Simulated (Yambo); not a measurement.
Yambo run on LiTaS$_{2}$ (space group P6_3/mmc, No. 194). The wavefunctions come from this Quantum ESPRESSO step (LDA, PseudoDojo standard norm-conserving files, scalar-relativistic):

```
&CONTROL
  calculation = 'nscf'
  pseudo_dir = './pseudo'
  outdir = './out'
/
&SYSTEM
  ibrav = 0
  nat = 8
  ntyp = 3
  ecutwfc = 74.0
  ecutrho = 296.0
  occupations = 'fixed'
  force_symmorphic = .true.
  nbnd = 187
/
&ELECTRONS
  conv_thr = 8e-09
  diago_full_acc = .true.
  diago_thr_init = 1e-08
/
ATOMIC_SPECIES
Li 6.9400 Li.upf
S 32.0600 S.upf
Ta 180.9479 Ta.upf
CELL_PARAMETERS angstrom
  3.348609858000   0.000000000000   0.000000000000
 -1.674304929000   2.899981205000   0.000000000000
  0.000000000000   0.000000000000  12.888060000000
ATOMIC_POSITIONS crystal
Li   0.000000000000   0.000000000000   0.500000000000
Li   0.000000000000   0.000000000000   0.000000000000
S   0.666666667000   0.333333333000   0.627880000000
S   0.333333333000   0.666666667000   0.372120000000
S   0.333333333000   0.666666667000   0.127880000000
S   0.666666667000   0.333333333000   0.872120000000
Ta   0.000000000000   0.000000000000   0.750000000000
Ta   0.000000000000   0.000000000000   0.250000000000
K_POINTS automatic
6 6 1 0 0 0
```

Yambo input:

```
rim_cut
gw0
dyson
el_el_corr
HF_and_locXC
ppa
em1d
RandQpts= 1000000
RandGvec= 1 Ry
EXXRLvcs= 74 Ry
VXCRLvcs= 296 Ry
Chimod= "HARTREE"
% BndsRnXp
 5 | 185 |
%
NGsBlkXp= 7 Ry
% LongDrXp
 1.0 | 1.0 | 1.0 |
%
PPAPntXp= 27.2114 eV
% GbndRnge
 1 | 185 |
%
GTermKind= "BG"
DysSolver= "n"
ExtendOut
% QPkrange
 1 | 1 | 28 | 29 |
 5 | 5 | 28 | 29 |
%
```

k points by index: 1 = Γ, 5 = (0.167, 0.167, 0).

Table of the .qp output:

```
#    K-point    Band    Eo [eV]    E [eV]    E-Eo [eV]    Vxc [eV]    Vnlxc [eV]    Sc|Eo [eV]    Sc|E [eV]    dSc/dw|Eo [eV]    Re(Z)    Im(Z)
#
    1    28    0.000000    0.140790    0.140790    -14.59440    -14.14700    -0.269690    -0.306606    -7.135916    0.792240    -0.001311
    1    29    1.704728    2.098568    0.393840    -14.35389    -9.942642    -3.911376    -4.017412    -7.324296    0.787918    -0.001405
    5    28    -1.315809    -1.238190    0.077618    -13.99234    -14.45966    0.565549    0.544942    -7.228855    0.790102    -0.001392
    5    29    0.694786    1.160508    0.465722    -13.26825    -8.956181    -3.729259    -3.846351    -6.840070    0.799123    -0.001283
```
(The two width columns are left out.) Convergence of these settings isn't established.

Spin-orbit coupling is not included.

Geometry of the Materials Project entry, not relaxed at this level.

The structure is a Materials Project entry; no match was found in the copy of COD used, and its stability was not checked.
